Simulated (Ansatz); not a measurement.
The calculation used DFT LDA, scalar-relativistic, plane waves, PAW (Ansatz). Cutoff 420 eV, Γ-centred k meshes of 216 to 3072 points, fixed occupations in insulators, in metals Fermi–Dirac smearing of 0.15 eV (Gaussian, 0.2 eV, where magnetic), no spin polarisation. Values of metals depend on mesh and smearing. Spin–orbit coupling is left out. Each crystal stands at its own equilibrium volume, in the symmetry named.

Q: Order these crystals by the shear modulus (Hill), lowest first.
A. InAg3 (Pm-3m, 4 atoms in the cell, 17.1 Å³/atom, In next to 12 Ag)
B. B6As (R-3m, 14 atoms in the cell, 8.9 Å³/atom, As next to 3 B)
C. TiAl2 (I4_1/amd, 12 atoms in the cell, 15.1 Å³/atom, Ti next to 10 Al and 2 Ti)
D. VPt (P4/mmm, 2 atoms in the cell, 13.5 Å³/atom, V next to 4 V and 8 Pt)
E. Ti3Ag (Pm-3m, 4 atoms in the cell, 15.9 Å³/atom, Ag next to 12 Ti)

A: A (29 GPa), E (32 GPa), C (88 GPa), D (157 GPa), B (178 GPa).